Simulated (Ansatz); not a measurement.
SnSe2:
```
CELL_PARAMETERS angstrom
      3.84087     0.00000     0.00000
     -1.92044     3.32629     0.00000
      0.00000     0.00000     6.52675
ATOMIC_POSITIONS crystal
  Sn 0.00000 0.00000 0.00000
  Se 0.66667 0.33333 0.75893
  Se 0.33333 0.66667 0.24107
```

Relaxed with r²SCAN. Special points in fractions of this cell's reciprocal vectors: Γ (0.000, 0.000, 0.000); M (0.500, 0.000, 0.000); K (0.333, 0.333, 0.000); A (0.000, 0.000, 0.500); L (0.500, 0.000, 0.500); H (0.333, 0.333, 0.500).

Question: List the band energies nearest the valence-band maximum at these points for plane-wave PAW r²SCAN (Ansatz code).

Answer: In eV from the valence-band maximum; about four levels below and three above (degenerate sets whole), none deeper than 8.9 eV; points with the same levels are listed once.

| k | below | above |
|---|---|---|
| Γ | -0.54 -0.54 -0.28 -0.20 -0.20 | 1.50 3.60 5.05 5.05 |
| M | -2.66 -2.42 -0.96 -0.27 | 1.32 4.35 5.98 |
| K | -3.58 -3.58 -3.26 -1.25 -1.25 | 1.77 6.71 6.71 |
| A | -0.60 -0.60 -0.12 -0.12 | 2.64 3.54 4.89 4.89 |
| L | -2.32 -2.03 -0.70 -0.50 | 1.02 4.73 5.30 |
| H | -3.91 -3.91 -3.48 -0.49 -0.49 | 2.53 5.22 5.22 |

Space group P-3m1 (CdI2 type). Symmetry was held in the r²SCAN relaxation. A crystal of weakly bound layers computed without a dispersion correction: the cell and the soft elastic constants depend strongly on that. Scalar-relativistic: spin–orbit coupling is off unless named, which matters more the heavier the elements.

Potentials: the earlier of the program's two PAW sets.
